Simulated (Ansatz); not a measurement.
**Kick test of a cell of Ir3Ru2**

It was reached by relaxing an invented guess, and it needn't be the stable form of this composition.

Method: DFT PBE, scalar-relativistic, plane waves, PAW in Ansatz. Plane waves to 420 eV, a k mesh through Γ of 18×18×2 on the computed 10-atom cell and Gaussian smearing (0.10 eV); no spin polarisation.

The cell below (10 atoms, space group P-3m1 (No. 164)) is relaxed within its symmetry.

```yaml
crystal:
  lattice:
    - [2.73932, 0.00000, 0.00000]
    - [-1.36966, 2.37232, 0.00000]
    - [0.00000, 0.00000, 21.89899]
  atoms:
    - { symbol: Ru, position: [0.33333, 0.66667, 0.15144] }
    - { symbol: Ru, position: [0.33333, 0.66667, 0.75296] }
    - { symbol: Ru, position: [0.66667, 0.33333, 0.24704] }
    - { symbol: Ru, position: [0.66667, 0.33333, 0.84856] }
    - { symbol: Ir, position: [0.33333, 0.66667, 0.94805] }
    - { symbol: Ir, position: [0.33333, 0.66667, 0.34619] }
    - { symbol: Ir, position: [0.33333, 0.66667, 0.55101] }
    - { symbol: Ir, position: [0.66667, 0.33333, 0.05195] }
    - { symbol: Ir, position: [0.66667, 0.33333, 0.44899] }
    - { symbol: Ir, position: [0.66667, 0.33333, 0.65381] }
```

For the test it was strained at random (σ = 1.5 % a component), the atoms were moved at random (σ = 0.05 Å), and all was relaxed again on a coarse 12×12×1 mesh (in the run’s order of axes) with 0.20 eV smearing, with no symmetry imposed.

Spin–orbit coupling, which can matter for Ir, is left out.

Question: Is the structure stable against such a distortion?

Answer: It returns, within 1 meV/atom of the unmoved cell on that mesh and with the same symmetry when read at 0.1 Å. So it is stable against the distortions that fit this cell and that this random move excites. Modes that don't fit the cell aren't tested.
